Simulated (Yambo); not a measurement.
Yambo run on K₃CoF₆ (space group Fm-3m, No. 225). The wavefunctions are norm-conserving LDA (Quantum ESPRESSO, 96 Ry, no spin-orbit coupling) ones on a 2×2×2 mesh (43 occupied bands); a = b = c = 6.048 Å, α = β = γ = 60.00°.

Yambo input:

```
rim_cut
gw0
dyson
el_el_corr
HF_and_locXC
ppa
em1d
RandQpts= 1000000
RandGvec= 1 Ry
EXXRLvcs= 96 Ry
VXCRLvcs= 384 Ry
Chimod= "HARTREE"
% BndsRnXp
 5 | 81 |
%
NGsBlkXp= 8 Ry
% LongDrXp
 1.0 | 1.0 | 1.0 |
%
PPAPntXp= 27.2114 eV
% GbndRnge
 1 | 81 |
%
GTermKind= "BG"
DysSolver= "n"
ExtendOut
% QPkrange
 3 | 3 | 43 | 44 |
%
```

k points by index: 3 = X.

Table of the .qp output:

```
#    K-point    Band    Eo [eV]    E [eV]    E-Eo [eV]    Vxc [eV]    Vnlxc [eV]    Sc|Eo [eV]    Sc|E [eV]    dSc/dw|Eo [eV]    Re(Z)    Im(Z)
#
    3    43    0.000000    -1.416499    -1.416499    -29.08569    -37.73257    6.742093    7.230379    -9.379592    0.743663    -0.621485E-3
    3    44    1.177514    3.793298    2.615785    -28.18029    -20.53366    -4.195092    -5.030843    -8.693770    0.757867    -0.001046
```
(The two width columns are left out.) Convergence of these settings isn't established.

Geometry of the Materials Project entry, not relaxed at this level.

The structure is a Materials Project entry; no match was found in the copy of COD used, and its stability was not checked.

The runs are not spin-polarised; magnetic order was not tried.
